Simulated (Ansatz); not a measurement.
Ansatz (a first-principles code) input:

Ansatz 0.2 input:
```yaml
crystal:
  lattice:
    - [3.6584025061, 0.0, 0.0]
    - [0.0, 3.6584025061, 0.0]
    - [0.0, 0.0, 6.2668679024]
  atoms:
    - { symbol: Rb, position: [0.0, 0.0, 0.0] }
    - { symbol: Al, position: [0.5, 0.5, 0.5] }
    - { symbol: F, position: [0.5, 0.5, 0.7813305183] }
    - { symbol: F, position: [0.5, 0.5, 0.2186694817] }
    - { symbol: F, position: [0.5, 0.0, 0.5] }
    - { symbol: F, position: [0.0, 0.5, 0.5] }
kpoints:
  mp_grid: { grid: [8, 8, 5] }
hamiltonian:
  xc: r2scan
  pseudopotentials: { kind: paw }
scf:
  occupations: { method: fixed }
checkpoint: { read: static.run }
output: { write_density: true, elf: true, volumetric_format: npy }
```

Output (shortened):

```
Pseudopotential: Rb, paw, valence charge 9
Pseudopotential: Al, paw, valence charge 3
Pseudopotential: F, paw, valence charge 7
Functional definition: r2SCAN
Crystal: 6 atoms, lattice volume = 83.875 Å³
Basis set: ecut = 500 eV, 2127 PW (Γ), exchange–correlation on 108×108×192 points (64 copies of the dense FFT grid, shifted against one another)
Bands: 26, of which v1, the nominal top of the filled ones, is band 20 counted from 1 (19 counted from 0)
Symmetry: 16 space group operations
Space group: P4/mmm (ITA 123), of the structure as read, at distance tolerance 4.4e-5 Å
k-points: 45 of 320
Stability of the state it starts from, as read at its close in the unpolarized treatment …
iter 1 solved again at ethr=6.04e-8 eV; its pass at ethr=3.10e-3 eV (dr2=2.42e-5 eV) is discarded
SCF iter   1: F=—  HF=-7067.726336 eV  |F-HF|=—  |Δ(HF+E_count)|=         —  Δρ=6.30e-7  dr2=9.28e-11  dr2_τ=3.13e-11  ethr=6.04e-8  ⟨swp⟩=3.0  Hψ=8642  notcnv=0  defer=180
preconditioner: auto → none
SCF iter   2: F=-7067.726336 eV  HF=-7067.726336 eV  |F-HF|=4.18e-11  |Δ(HF+E_count)|=   6.51e-9  Δρ=4.95e-7  dr2=6.34e-11  dr2_τ=3.04e-11  ethr=1.00e-12  ⟨swp⟩=12.2  Hψ=6952  notcnv=0
SCF 1 converged in 2 iterations: F = -7067.726336 eV  dr2 = 6.34e-11
SCF converged after 2 iterations
Free energy (F): -7067.726336 eV
Harris-Foulkes:  -7067.726336 eV  (|F-HF|=4.18e-11)
Internal energy: -7067.726336 eV  (E = F + TS)
E sigma→0 (E₀):  -7067.726336 eV
Fermi energy:    1.390670 eV
--- Per-component energies (eV) ---
  E_band       = -249.978685
  E_kinetic    = 1059.752861
  E_local      = -3040.884632  (includes V_loc(G=0)·N_el)
  E_nonlocal   = 471.740469
  E_hartree    = 1094.063496
  E_xc         = -482.323230
  E_vxc        = -652.804986  (∫ρ·V_xc dr)
  E_paw        = -3921.353210  (= ΣΔE_a)
  E_vpaw       = -320.212869  (= ΣTr[D̂ρ^β])
  E_aug_tail   = 0.004373  (compensation charges beyond the density's cutoff)
  E_vtau       = 44.298762  (kinetic-family band-sum trace: ∫τ·v_τ [+ j·A + Jᵃ·Aᵃ] dr)
  E_ewald      = -2248.393862
  E_core_change = -0.332602  (= ΣΔE_core)
  E_smearing   =  0.000000  (= −TS)
  E_closure    = 0.000000  (closes the sum)
  Σ components = -7067.726336   (vs F -7067.726336, Δ=0.00e0)
  [band-id]    e_kinetic+e_local+e_nonlocal+2·e_hartree+e_vxc+e_vpaw+e_augmentation_tail+e_vtau = -249.979030   (vs E_band -249.978685, Δ=-3.46e-4)
--- Band table (eV; the first three rows and the last of 45) ---
  k-point 0: bands = ["-21.9548", "-21.3835", "-20.3354", "-19.4742", "-19.3773", "-5.4152", "-5.0922", "-5.0922", "-3.2189", "-3.2189", "-1.6671", "-1.3073", "-0.0072", "0.1572", "0.1572", "0.5639", "0.5639", "0.7681", "0.9655", "0.9655", "9.4493", …
  k-point 1: bands = ["-21.9458", "-21.3956", "-20.3354", "-19.4855", "-19.3628", "-5.4100", "-5.0887", "-5.0887", "-3.2274", "-3.2274", "-1.8358", "-1.0272", "-0.0082", "0.1570", "0.1570", "0.5821", "0.5821", "0.6028", "0.9540", "0.9540", "9.7479", …
  k-point 2: bands = ["-21.9303", "-21.4160", "-20.3354", "-19.4994", "-19.3438", "-5.4013", "-5.0829", "-5.0829", "-3.2413", "-3.2413", "-1.9840", "-0.5918", "-0.0099", "0.1569", "0.1569", "0.2305", "0.6139", "0.6139", "0.9329", "0.9329", "10.5432", …
  k-point 44: bands = ["-21.7286", "-20.7230", "-20.7230", "-19.5502", "-19.4873", "-5.8419", "-5.8419", "-5.2714", "-4.8512", "-1.9920", "-1.3322", "-1.1745", "-1.1745", "-1.0038", "0.2735", "0.3193", "0.3193", "0.9724", "1.3759", "1.3759", "12.8076", …
```

Cost: very roughly 13 core-seconds on shared cores.

The workflow started from a Materials Project entry (that database holds measured and hypothetical structures alike); the Crystallography Open Database files this formula in space group No. 123, but the cells were not matched. Whether it is the stable phase at ambient conditions was not checked. The r²SCAN relaxation kept the symmetry of its start; whether a distortion lowers the energy is not shown. Spin–orbit coupling is left out wherever it is not named.

Potentials: the later of the program's two PAW sets.

Ansatz is a plane-wave DFT program.
